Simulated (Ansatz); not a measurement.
Task: Each is relaxed and computed with plane-wave PAW PBEsol (Ansatz code). Which alone has a direct gap?
A. Sr2CaWO6, I4/m (Pearson symbol tI20)
B. SrZrO3, R3c (Sr on 6a, Zr on 6a, O on 18b)
C. SrCd2As2, P-3m1 (Sr on 1a, Cd on 2d, As on 2d)
D. SrTiO3, cubic perovskite

Result: C, SrCd2As2, P-3m1 (Sr on 1a, Cd on 2d, As on 2d). SrCd2As2: gap 0.19 eV (direct); Sr2CaWO6: gap 3.05 eV (indirect); SrTiO3: gap 1.85 eV (indirect); SrZrO3: gap 3.75 eV (indirect). Typed or built starts, not in the databases checked: SrZrO3, R3c (Sr on 6a, Zr on 6a, O on 18b). Standing as an ambient phase not checked: SrCd2As2, P-3m1 (Sr on 1a, Cd on 2d, As on 2d); Sr2CaWO6, I4/m (Pearson symbol tI20). All cells were relaxed under the symmetry of their starts (and spin orders); stability against distortions was not tested throughout. Rows with no word on spin ran without spin polarisation. Spin–orbit coupling is left out wherever it is not named.

Potentials: the later of the program's two PAW sets.
